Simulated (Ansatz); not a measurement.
Input:

Cu3Ge:
```xyz
8
Lattice="4.1741 0.0000 0.0000 0.0000 5.2490 0.0000 0.0000 0.0000 4.5228" Properties=species:S:1:pos:R:3 pbc="T T T"
Cu     0.0000     2.6245     0.7445
Cu     2.0870     0.0000     3.7783
Cu     2.0870     1.3046     1.5219
Cu     2.0870     3.9444     1.5219
Cu     0.0000     1.3199     3.0009
Cu     0.0000     3.9291     3.0009
Ge     2.0870     2.6245     3.7302
Ge     0.0000     0.0000     0.7925
```

This is the r²SCAN-relaxed structure.

Problem. All from r²SCAN in the plane-wave PAW code Ansatz, unless another level is named. Predict the electronic character.

Solution. metallic (no gap).

Problem. Predict the density of states at the Fermi level.

Solution. 0.27 states/eV per atom (mean over ±0.08 eV).

Problem. Predict the formation energy from the elements (no fitted shifts).

Solution. 0.017 eV/atom.

Problem. What about the gap with spin–orbit coupling?

Solution. none (metallic).

Space group Pmmn. The workflow started from a Materials Project entry (that database holds measured and hypothetical structures alike); the Crystallography Open Database copy checked does not list it. Whether it is the stable phase at ambient conditions was not checked. The r²SCAN relaxation kept the symmetry of its start; whether a distortion lowers the energy is not shown. The run is not spin-polarised. The references are the lowest solids computed at this level, not always the standard phases. Scalar-relativistic: spin–orbit coupling is off unless named, which matters more the heavier the elements.

Potentials: the earlier of the program's two PAW sets.
